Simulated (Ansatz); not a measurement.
InGaP2:
```cif
data_GaInP2
_chemical_formula_sum 'In1 Ga1 P2'
_space_group_name_H-M_alt 'P 1'
_space_group_IT_number 1
_cell_length_a 6.89499
_cell_length_b 6.89499
_cell_length_c 6.89499
_cell_angle_alpha 33.411
_cell_angle_beta 33.411
_cell_angle_gamma 33.411
loop_
_space_group_symop_operation_xyz
  'x, y, z'
loop_
_atom_site_label
_atom_site_type_symbol
_atom_site_fract_x
_atom_site_fract_y
_atom_site_fract_z
_atom_site_occupancy
In1 In 0.49924 0.49924 0.49924 1
Ga1 Ga 0.99998 0.99998 0.99998 1
P1 P 0.88069 0.88069 0.88069 1
P2 P 0.37010 0.37010 0.37010 1
```

Relaxed with LDA.

Problem. Which orbitals make up the states near the band edges in LDA in the plane-wave PAW code Ansatz?

Solution. Top 1 eV of the valence band: P 3p 80 %, In 5p 12 %. Bottom 1 eV of the conduction band: Ga 4p 23 %, P 3s 21 %, Ga 4s 19 %, P 3p 17 %, In 5p 9 %, outside the projected shells 7 %. Projections are on Löwdin-orthogonalised atomic valence shells; empty p or d shells of many metals are not among them.

Problem. Tabulate the density of states.

Solution. States/eV per cell of 4 atoms, in 0.25 eV bins, energy from the valence-band maximum.

```
E (eV)  total  P 3p  Ga 4p  In 5p
------  -----  ----  -----  -----
-7.85    0.00  0.00   0.00   0.00
-7.60    0.00  0.00   0.00   0.00
-7.35    0.00  0.00   0.00   0.00
-7.10    0.00  0.00   0.00   0.00
-6.85    0.06  0.03   0.00   0.00
-6.60    1.83  0.78   0.07   0.08
-6.35    3.08  1.33   0.16   0.12
-6.10    1.43  0.64   0.08   0.07
-5.85    1.91  0.89   0.11   0.09
-5.60    1.60  0.74   0.08   0.09
-5.35    1.08  0.50   0.06   0.05
-5.10    0.85  0.39   0.05   0.04
-4.85    0.71  0.33   0.05   0.03
-4.60    0.61  0.28   0.05   0.02
-4.35    0.54  0.26   0.05   0.02
-4.10    0.48  0.23   0.06   0.02
-3.85    1.69  0.94   0.36   0.18
-3.60    2.48  1.42   0.44   0.37
-3.35    2.25  1.32   0.37   0.34
-3.10    2.30  1.38   0.38   0.32
-2.85    3.03  1.89   0.53   0.39
-2.60    3.37  2.17   0.64   0.36
-2.35    2.90  1.90   0.51   0.31
-2.10    2.42  1.61   0.32   0.33
-1.85    2.98  2.05   0.31   0.46
-1.60    2.88  2.04   0.28   0.43
-1.35    2.66  1.95   0.23   0.37
-1.10    1.83  1.38   0.12   0.26
-0.85    1.27  0.98   0.06   0.17
-0.60    0.99  0.80   0.04   0.12
-0.35    0.61  0.51   0.02   0.06
-0.10    0.15  0.13   0.00   0.01
0.15     0.00  0.00   0.00   0.00
0.40     0.00  0.00   0.00   0.00
0.65     0.00  0.00   0.00   0.00
0.90     0.01  0.00   0.00   0.00
1.15     0.08  0.01   0.02   0.00
1.40     0.46  0.07   0.11   0.04
1.65     1.08  0.19   0.24   0.12
1.90     1.86  0.39   0.38   0.21
2.15     2.61  0.63   0.47   0.30
2.40     2.60  0.65   0.38   0.35
2.65     2.72  0.66   0.34   0.42
2.90     3.06  0.74   0.43   0.52
3.15     2.22  0.61   0.31   0.33
3.40     2.54  0.69   0.39   0.40
3.65     2.05  0.55   0.41   0.35
3.90     1.58  0.41   0.38   0.32
4.15     3.24  0.73   0.80   0.79
4.40     3.88  0.91   0.85   0.94
4.65     2.75  0.66   0.61   0.66
4.90     2.97  0.66   0.66   0.80
5.15     3.15  0.69   0.71   0.76
5.40     2.81  0.58   0.62   0.67
```

Space group R3m. The first step of the workflow began from a Materials Project structure, measured or hypothetical; the Crystallography Open Database copy checked does not list it. With In and Ga taken as one species the cell has the higher symmetry F-43m, so it may be an ordered model of a mixed-site phase. Its standing as an ambient phase is unchecked. The cell was relaxed with LDA under the symmetry of its start; of distortions, only those at the zone centre were tested. Scalar-relativistic: spin–orbit coupling is off unless named, which matters more the heavier the elements.

Potentials: the later of the program's two PAW sets.
